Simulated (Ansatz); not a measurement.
BP:
```xyz
8
Lattice="6.2339 0.0000 0.0000 0.0000 3.2174 0.0000 0.0000 0.0000 5.3632" Properties=species:S:1:pos:R:3 pbc="T T T"
B      1.0136     0.8043     2.1437
B      2.1034     2.4130     4.8253
B      5.2204     2.4130     3.2196
B      4.1306     0.8043     0.5379
P      5.2271     0.8043     2.1044
P      4.1238     2.4130     4.7860
P      1.0069     2.4130     3.2589
P      2.1101     0.8043     0.5772
```

Relaxed with r²SCAN+D4.

Give the Bader charges and basin volumes of the independent atoms, DFT-r²SCAN+D4 in the program Ansatz with PAW potentials.



| atom | Bader charge (e) | Bader volume (Å³) |
|---|---|---|
| B1 | +0.67 | 7.2 |
| P5 | -0.67 | 19.7 |

Space group Pnma. The start of the workflow was typed in or built on a structure type; neither database checked (COD, Materials Project) lists it. It is not the phase usual at ambient conditions (space group No. 216). Symmetry was held in the r²SCAN+D4 relaxation; its stability against distortions is not shown here. The volume moved by 25 % from the start of the relaxation.

Potentials: the earlier of the program's two PAW sets.
